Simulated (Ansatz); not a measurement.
CuI (zinc blende, F-43m), LDA in the plane-wave PAW code Ansatz. The conduction-band minimum lies at Γ, with 1 equivalent valley. Second derivatives d²E/dk² of the lowest band at one valley (eV·Å²), along Cartesian directions:

```json
[
 {"direction": "[100]", "d²E/dk²": "55.45"},
 {"direction": "[010]", "d²E/dk²": "55.45"},
 {"direction": "[001]", "d²E/dk²": "55.45"},
 {"direction": "[110]", "d²E/dk²": "55.39"},
 {"direction": "[101]", "d²E/dk²": "55.39"},
 {"direction": "[011]", "d²E/dk²": "55.39"}
]
```

Question: Find the principal effective masses, the density-of-states mass and the conductivity mass.

Answer: Off-diagonal terms follow from H_xy = H[110] − (H_xx + H_yy)/2, and m*/mₑ = 7.620 eV·Å² over each eigenvalue: 0.14, 0.14, 0.14. One valley's DOS mass (m₁m₂m₃)^(1/3) = 0.14, conductivity mass 3/(Σ 1/mᵢ) = 0.14 mₑ.

Question: What effective density of states Nc follows at 300 K for parabolic valleys?

Answer: Nc = 2.509e19 × 1 × (0.14)^(3/2) ≈ 1.3e18 cm⁻³.

Question: With the computed static dielectric constant 7.70 (mean of the diagonal), estimate a hydrogenic donor's binding energy and radius.

Answer: E = 13.606 eV × 0.14/7.70² ≈ 32 meV; a = 0.529 Å × ε/m* ≈ 29 Å. Semilocal masses tend to be too small where the gap is.

Question: With ε∞ = 6.82 and ω_LO = 165 cm⁻¹, what Fröhlich coupling constant follows?

Answer: α = (1/ε∞ − 1/ε0) √(m* × 13.606 eV/ħω_LO) = 0.16.

The cell was relaxed with LDA under the symmetry of its start; phonons on a q-mesh show no instability. No spin polarisation was allowed. Spin–orbit coupling is left out wherever it is not named.

Potentials: the earlier of the program's two PAW sets.
